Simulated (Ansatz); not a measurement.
ScAl3:
```
CELL_PARAMETERS angstrom
     -2.00321     2.00321     4.37703
      2.00321    -2.00321     4.37703
      2.00321     2.00321    -4.37703
ATOMIC_POSITIONS crystal
  Sc 0.00000 0.00000 0.00000
  Al 0.75000 0.25000 0.50000
  Al 0.25000 0.75000 0.50000
  Al 0.50000 0.50000 0.00000
```

Relaxed with r²SCAN.

Problem. Map the electron localisation function on the plane through (0.000, 0.000, 0.000) spanned by u = [0, 0, 1] and v = [1, -1, 0] in lattice vectors, from the program Ansatz at the r²SCAN level (PAW).

Solution. x is the fraction of u, y of v (the angle between them is 90°; rows are the nearest grid lines); atoms in the plane: Sc at (0.00, 0.00), Al at (0.50, 0.75), Al at (0.50, 0.25), Al at (0.00, 0.50).
```
| :#@#: :*%%@@@@@%%*: :#@#: |
|:=%@*..-*%@@@@@@@%*-..*@%=:|
|%%@@=..=*%@@@@@@@%*=..=@@%%|
|#*=. .-*%%*=:.:=*%%*-. .=*#|
|:.. .-+#%#=     =#%#+-. ..:|
|...:-+#%%*. .:. .*%%#+-:...|
|-==+*#%%%*. . . .*%%%#*+==-|
|%%%@%%%%%#-     -#%%%%%@%%%|
|*#%@@%%%%#*-...-*#%%%%@@%#*|
|.:=#%%%##%##***##%##%%%#=:.|
|  .=#%####%%%@%%%####%#=.  |
|:. .+##**#%%@@@%%#**##+. .:|
|:. .+##**#%%@@@%%#**##+. .:|
|  .=#%####%%%@%%%####%#=.  |
|.:=#%%%##%##***##%##%%%#=:.|
|*#%@@%%%%#*-...-*#%%%%@@%#*|
|%%%@%%%%%#-     -#%%%%%@%%%|
|-==+*#%%%*. . . .*%%%#*+==-|
|...:-+#%%*. .:. .*%%#+-:...|
|:.. .-+#%#=     =#%#+-. ..:|
|#*=. .-*%%*=:.:=*%%*-. .=*#|
|%%@@=..=*%@@@@@@@%*=..=@@%%|
|:=%@*..-*%@@@@@@@%*-..*@%=:|
| :#@#: :*%%@@@@@%%*: :#@#: |
```
Scale: ten equal steps from 0.016 (start of ' ') to 0.750 (end of '@'), in the order ' .:-=+*#%@'; x runs from 0.000 to 1.00, y from 0.000 (bottom) to 1.00 (top).

The density is the valence pseudo-density with augmentation charge, so density and ELF within about 1 Å of a nucleus are not all-electron values.

Space group I4/mmm. The workflow started from a Materials Project entry (that database holds measured and hypothetical structures alike); the Crystallography Open Database copy checked does not list it. Its standing as an ambient phase is unchecked. The cell was relaxed with r²SCAN under the symmetry of its start; whether a distortion lowers the energy is not shown. The run is not spin-polarised.

Potentials: the later of the program's two PAW sets.
